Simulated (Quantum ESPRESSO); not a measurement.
pw.x input (Quantum ESPRESSO 7.5; PBEsol, PseudoDojo standard norm-conserving files, scalar-relativistic):

```
&CONTROL
  calculation = 'scf'
  pseudo_dir = './pseudo'
  outdir = './out'
  tprnfor = .true.
  tstress = .true.
/
&SYSTEM
  ibrav = 0
  nat = 2
  ntyp = 2
  ecutwfc = 62.0
  ecutrho = 248.0
  occupations = 'smearing'
  smearing = 'fd'
  degauss = 0.002
  nbnd = 14
/
&ELECTRONS
  conv_thr = 2e-10
/
ATOMIC_SPECIES
Br 79.9040 Br.upf
Tl 204.3800 Tl.upf
CELL_PARAMETERS angstrom
  3.999910000000   0.000000000000   0.000000000000
  0.000000000000   3.999910000000   0.000000000000
  0.000000000000   0.000000000000   3.999910000000
ATOMIC_POSITIONS crystal
Br   0.500000000000   0.500000000000   0.500000000000
Tl   0.000000000000   0.000000000000   0.000000000000
K_POINTS automatic
8 8 8 0 0 0
```

End of the output:

```
     total energy              =    -152.92405671 Ry
     estimated scf accuracy    <       0.00000092 Ry
     total energy              =    -152.92405687 Ry
     estimated scf accuracy    <          5.5E-09 Ry
     total energy              =    -152.92405687 Ry
     estimated scf accuracy    <          5.8E-10 Ry
[...]
     the Fermi energy is     6.1095 ev
!    total energy              =    -152.92405687 Ry
     estimated scf accuracy    <          2.1E-11 Ry
     smearing contrib. (-TS)   =      -0.00000000 Ry
     internal energy E=F+TS    =    -152.92405687 Ry
     The total energy is F=E-TS. E is the sum of the following terms:
     one-electron contribution =     -31.77720308 Ry
     hartree contribution      =      28.24615982 Ry
     xc contribution           =     -48.25396647 Ry
     ewald contribution        =    -101.13904714 Ry
     convergence has been achieved in   9 iterations
     Forces acting on atoms (cartesian axes, Ry/au):
     atom    1 type  1   force =     0.00000000    0.00000000    0.00000000
     atom    2 type  2   force =     0.00000000    0.00000000    0.00000000
     Total force =     0.000000     Total SCF correction =     0.000000
     Computing stress (Cartesian axis) and pressure
          total   stress  (Ry/bohr**3)                   (kbar)     P=      -15.02
  -0.00010211   0.00000000   0.00000000          -15.02        0.00        0.00
   0.00000000  -0.00010211   0.00000000            0.00      -15.02        0.00
   0.00000000   0.00000000  -0.00010211            0.00        0.00      -15.02
```
In a gapped system the printed Fermi energy is only some level inside the gap.

Spin-orbit coupling is not included.

Geometry of the Materials Project entry, not relaxed at this level.
